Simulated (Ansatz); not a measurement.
An Ansatz run on an ordered 4-atom cell of SiC₃ on the diamond lattice (R3m) left the output below. Cell and atoms come from a relaxation with r2SCAN.

The cell:
```xyz
4
Lattice="1.4154 0.8172 4.6701 -1.4154 0.8172 4.6701 0.0000 -1.6344 4.6701" Properties=species:S:1:pos:R:3 pbc="T T T"
C     1.4154    0.8172    4.7855
C     0.0000    0.0000    6.8504
C     0.0000    0.0000    5.3123
Si    0.0000    0.0000   12.2397
```

Main lines of the log:
```
Crystal: 4 atoms, lattice volume = 32.411 Å³
Basis set: ecut = 420 eV, 663 PW (Γ)
Bands: 12, of which v1, the nominal top of the filled ones, is band 8 counted from 1 (7 counted from 0)
Symmetry: 6 space group operations
Space group: R3m (ITA 160)
k-points: 65 of 512 (time reversal used)
preconditioner: auto → none  [insulator: Δε(μ)=1.667 eV  ℏωp=26.1 eV]
Free energy (F): -1386.555930 eV
Fermi energy:    11.277465 eV
--- Per-component energies (eV) ---
  E_band       = 57.321694
  E_kinetic    = 314.583952
  E_local      = -255.380699
  E_nonlocal   = 106.077184
  E_hartree    = 71.214592
  E_xc         = -201.663748
  E_vxc        = -228.557800
  E_paw        = -810.118709
  E_vpaw       = -21.830233
  E_ewald      = -611.268529
--- Band table (eV; the first three rows and the last of 65) ---
  k-point 0: bands = […, -0.0353, 8.4353, 8.4353, 10.2938, 11.2775, 11.2775, 15.1246, 15.9823, 15.9823, 16.1742]
  k-point 1: bands = […, 0.3038, 7.0083, 8.0239, 9.7031, 10.2002, 10.7547, 15.5108, 16.1643, 16.7830, 16.8435]
  k-point 2: bands = […, 1.1689, 4.4696, 7.2170, 7.2468, 9.0798, 9.8124, 15.0480, 16.0213, 18.3629, 18.3913]
  k-point 64: bands = […, 4.1536, 6.3021, 8.5214, 8.5214, 10.9258, 10.9258, 15.2024, 16.5711, 16.5711, 16.8353]
--- G₀W₀: contour deformation, 6 samples at zero and on the imaginary axis and 2 off it, 512 q-points, 52 empty bands' worth ---
    ik  band        ε_KS         Σx   Σc(E_QP)       V_xc       Z   E_QP_lin       E_QP  E_QP is
     0     7     11.2775   -18.8520     2.2821   -16.5284  0.8041    11.2360    11.2360  root
     0     8     11.2775   -18.8520     2.2821   -16.5284  0.8041    11.2360    11.2360  root
     0     9     15.1246   -11.1461    -4.7596   -16.9733  0.7952    16.2014    16.1923  root
     0    10     15.9823    -9.1426    -4.9151   -15.2788  0.7985    17.2157    17.2033  root
     1     7     10.2002   -19.1852     2.5367   -16.5097  0.8002    10.0612    10.0614  root
     1     8     10.7547   -18.8612     2.4190   -16.3291  0.8021    10.6415    10.6416  root
     1     9     15.5108    -9.7818    -4.8502   -15.7613  0.7978    16.6503    16.6400  root
     1    10     16.1643    -9.0524    -4.7966   -14.8246  0.8013    17.1488    17.1399  root
     2     7      9.0798   -19.4092     2.7975   -16.3961  0.7950     8.8639     8.8642  root
     2     8      9.8124   -19.0381     2.7233   -16.0796  0.7974     9.5767     9.5771  root
     2     9     15.0480    -8.9952    -4.6819   -14.6533  0.8054    16.0314    16.0243  root
     2    10     16.0213    -8.2558    -4.7525   -13.8812  0.8052    16.9011    16.8941  root
     3     7      7.5285   -19.5257     3.2663   -15.8968  0.7835     7.1646     7.1659  root
     3     8      9.0945   -19.2213     2.9609   -15.9429  0.7928     8.7761     8.7770  root
     3     9     14.6320    -8.6576    -4.5312   -14.0439  0.8106    15.4923    15.4871  root
     3    10     15.6002    -8.0192    -4.6955   -13.5559  0.8086    16.4474    16.4414  root
     4     7      6.3346   -19.2631     3.3850   -15.5556  0.7779     6.0111     6.0121  root
     4     8      8.8363   -19.2909     3.0448   -15.9017  0.7910     8.4908     8.4918  root
     4     9     14.5016    -8.6063    -4.4796   -13.9126  0.8118    15.3330    15.3282  root
     4    10     15.3890    -7.7774    -4.6872   -13.2747  0.8109    16.2043    16.1991  root
     5     7     10.1893   -18.9574     2.4704   -16.3573  0.8010    10.0594    10.0595  root
     5     8     10.9535   -18.8948     2.3676   -16.4443  0.8029    10.8706    10.8706  root
     5     9     15.4009    -9.8694    -4.7731   -15.7107  0.7995    16.4782    16.4691  root
     5    10     16.4671    -8.9694    -4.9633   -15.0395  0.7953    17.5858    17.5740  root
    17     7      9.0198   -19.2145     2.8181   -16.1627  0.7948     8.7857     8.7861  root
    17     8      9.8312   -19.2393     2.7203   -16.3129  0.7975     9.6247     9.6251  root
    17     9     13.5859    -8.4488    -4.2293   -13.3916  0.8175    14.3025    14.2994  root
    17    10     14.8454    -8.4960    -4.5593   -13.8757  0.8099    15.6709    15.6659  root
    20     7      8.9276   -19.2195     2.8670   -16.0965  0.7936     8.6712     8.6717  root
    20     8      9.6546   -19.3141     2.7798   -16.3115  0.7965     9.4314     9.4318  root
    20     9     12.8697    -7.9212    -4.0751   -12.5813  0.8225    13.4566    13.4547  root
    20    10     13.9446    -8.6965    -4.3656   -13.8351  0.8160    14.7214    14.7176  root
    21     7     11.2234   -18.8541     2.2925   -16.5139  0.8038    11.1757    11.1757  root
    21     8     11.2234   -18.8541     2.2925   -16.5139  0.8038    11.1757    11.1757  root
    21     9     15.1513   -11.1244    -4.7786   -16.9878  0.7946    16.2454    16.2360  root
    21    10     16.0703    -9.1386    -4.9461   -15.3131  0.7976    17.3113    17.2985  root
  […]
```

The points are ik 0 = (0, 0, 0) (Γ), ik 1 = (0, 0, 1/8), ik 2 = (0, 0, 1/4), ik 3 = (0, 0, 3/8), ik 4 = (0, 0, -1/2), ik 5 = (0, 1/8, 1/8), ik 17 = (0, 3/8, 3/8), ik 20 = (0, -1/2, -1/2), ik 21 = (1/8, 1/8, 1/8), ik 22 = (1/8, 1/8, 1/4), ik 27 = (1/8, 1/8, -1/8), ik 28 = (1/8, 1/4, 1/4); band 8 is the last filled one.

Problem. Write the input file that gave this output.

Solution.
```yaml
crystal:
  # lattice and atoms as above
kpoints:
  mp_grid: { grid: [8, 8, 8] }
hamiltonian:
  xc: pbe
scf:
  occupations: { method: fixed }
gw:
  n_empty_bands: 52
  ecut_chi: 80
  qp_bands: [v2, c2]
  qp_kpoints: band_edges
  screening: { model: contour_deformation }
```
The quasiparticle table needs the gw block. The lines shown narrow the functional down without fixing it; this is the one that was run. This is the file that was run; thresholds and some counts can't be read off the log exactly.

Run as `ansatz run input.yaml --threads 2 --pin off --max-ram 3686MiB --backend cpu --events-out ev --progress --plain --runs-dir out`. Wall time 5.1 min on 2 threads of Arm Neoverse V1, with other jobs on the host, load about 0.4 per core; peak host memory 0.38 GiB.

(Calculated; spin-unpolarised; the phase may be known or hypothetical.)
